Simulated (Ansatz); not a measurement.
## Profile along the Zr–O line in ZrO2 (tetragonal-ZrO2 type, space group P4_2/nmc)

ZrO2 (tetragonal-ZrO2 type, space group P4_2/nmc)

```yaml
crystal:
  lattice:
    - [3.62104, 0.00000, 0.00000]
    - [0.00000, 3.62104, 0.00000]
    - [0.00000, 0.00000, 5.28293]
  atoms:
    - { symbol: Zr, position: [0.00000, 0.00000, 0.00000] }
    - { symbol: Zr, position: [0.50000, 0.50000, 0.50000] }
    - { symbol: O, position: [0.00000, 0.50000, 0.19276] }
    - { symbol: O, position: [0.00000, 0.50000, 0.69276] }
    - { symbol: O, position: [0.50000, 0.00000, 0.30724] }
    - { symbol: O, position: [0.50000, 0.00000, 0.80724] }
```

Fields along a shortest Zr–O line of a (010) plane (2.08 Å), from Zr to O, interpolated on the slice's grid (step about 0.2 Å). Computed with PBE (plane waves to 420 eV, PAW, scalar-relativistic; Ansatz, a quantum-chemistry and plane-wave program). k mesh 9×9×6. These are valence fields of a PAW run, semicore shells included where kept as valence: close to a nucleus they are smooth pseudo fields. This is a high-temperature form of ZrO2. ZrO2 is run without spin polarisation. ZrO2 was relaxed with its symmetry unable to fall.

```
distance from Zr (Å)  valence electron density (e/Å³)  electron localisation function
--------------------  -------------------------------  ------------------------------
0.00                                             2.65                               x
0.21                                             3.48                               x
0.42                                             4.04                            0.66
0.62                                             2.81                            0.78
0.83                                             1.32                            0.53
1.04                                             0.72                            0.24
1.25                                             0.91                            0.57
1.46                                             1.92                            0.83
1.66                                             4.36                            0.76
1.87                                             6.86                               x
2.08                                             7.70                               x
```

x: too close to a nucleus for the ELF to mean much.

Density on the Zr–O line (2.08 Å) at its density minimum, 1.1 Å from Zr: 0.71 e/Å³. ELF at that point: 0.3.
